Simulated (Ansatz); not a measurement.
**Lattice vibrations of Li₃SCl at Γ at 2.8 GPa**

Level of theory: DFT LDA, scalar-relativistic, plane waves, PAW in Ansatz. Cutoff 420 eV, 6×6×6 k-points (Γ-centred), fixed occupations. No spin polarisation. Phonons by linear response, acoustic sum rule imposed.

The cell is fixed (symmetry leaves no force on the atoms) and stands under 2.8 GPa:
```xyz
5
Lattice="4.2193 0.0000 0.0000 0.0000 4.2193 0.0000 0.0000 0.0000 4.2193" Properties=species:S:1:pos:R:3 pbc="T T T"
S     0.0000    0.0000    0.0000
Cl    2.1096    2.1096    2.1096
Li    2.1096    2.1096    0.0000
Li    2.1096    0.0000    2.1096
Li    0.0000    2.1096    2.1096
```

Its imaginary modes show that this cell, the ideal cubic antiperovskite prototype, isn't a minimum of the energy. The run warned that the force constants aren't converged on this k mesh, so the frequencies and all that is formed from them are rough.

Optical modes at Γ (transverse, no macroscopic field); i marks an imaginary frequency:
| frequency (THz) | degeneracy | IR intensity of the level ((D/Å)²/amu) |
| --- | --- | --- |
| 7.64i | 3 | 47.15 |
| 7.26i | 3 | 0.00 |
| 4.61 | 3 | 2.17 |
| 21.67 | 3 | 11.38 |

6 of the 12 optical modes are unstable, so the structure is a saddle point of the energy and would distort without enlarging its cell.

```
Electronic dielectric constant ε∞ (principal values) : 4.78
Refractive index √ε∞, mean                           : 2.19
Kohn–Sham gap on the mesh                            : 2.82 eV
Cost                                                 : 2 min on 1 thread of Arm Neoverse N1, on a shared host, peak memory 0.7 GiB
```

Born effective charges (e):
```json
{"atom": "S (atom 1)", "Z*xx": "-2.45", "Z*yy": "-2.45", "Z*zz": "-2.45", "mean": "-2.45"}
{"atom": "Cl (atom 2)", "Z*xx": "-1.20", "Z*yy": "-1.20", "Z*zz": "-1.20", "mean": "-1.20"}
{"atom": "Li (atom 3)", "Z*xx": "1.31", "Z*yy": "1.31", "Z*zz": "1.04", "mean": "1.22"}
```